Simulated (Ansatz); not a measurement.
An Ansatz (an electronic-structure program) input:

Ansatz 0.2 input:
```yaml
crystal:
  lattice:
    - [3.0344590308, 0.0, 0.0]
    - [-1.5172295154, 2.6279186074, 0.0]
    - [0.0, 0.0, 4.6435282747]
  atoms:
    - { symbol: C, position: [0.0, 0.0, 0.0] }
    - { symbol: W, position: [0.3333333333, 0.6666666667, 0.2538023549] }
    - { symbol: W, position: [0.6666666667, 0.3333333333, 0.7461976451] }
kpoints:
  mp_grid: { grid: [11, 11, 7] }
  band_path:
    path:
      - [[0.0, 0.0, 0.0], [0.5, 0.0, 0.0], [0.3333333333, 0.3333333333, 0.0], [0.0, 0.0, 0.0], [0.0, 0.0, 0.5], [0.5, 0.0, 0.5], [0.3333333333, 0.3333333333, 0.5], [0.0, 0.0, 0.5]]  # Γ-M-K-Γ-A-L-H-A
      - [[0.5, 0.0, 0.5], [0.5, 0.0, 0.0]]  # L-M
      - [[0.3333333333, 0.3333333333, 0.5], [0.3333333333, 0.3333333333, 0.0]]  # H-K
    npoints: 8
basis: { xc_grid: 2 }
hamiltonian:
  xc: pbesol
  pseudopotentials: { kind: paw }
magnetization: { noncollinear: true, spin_orbit: true }
scf:
  n_extra_bands: 12
  convergence: { dr2_threshold: 0.0000000001 }
  occupations: { method: gaussian, width: 0.05 }
output: { eigenvalues: true }
```

Q: How many symmetry operations and irreducible k-points will the run report?

A: 12 operations, 94 of 847 k-points.

Q: With a cutoff of 420 eV, how many plane waves at Γ?

A: 711.

It took roughly 30 core-seconds on shared server cores.

Space group P-3m1. Symmetry was held in the PBEsol relaxation. No spin polarisation was allowed.

Potentials: the later of the program's two PAW sets.

Ansatz is a plane-wave DFT program.
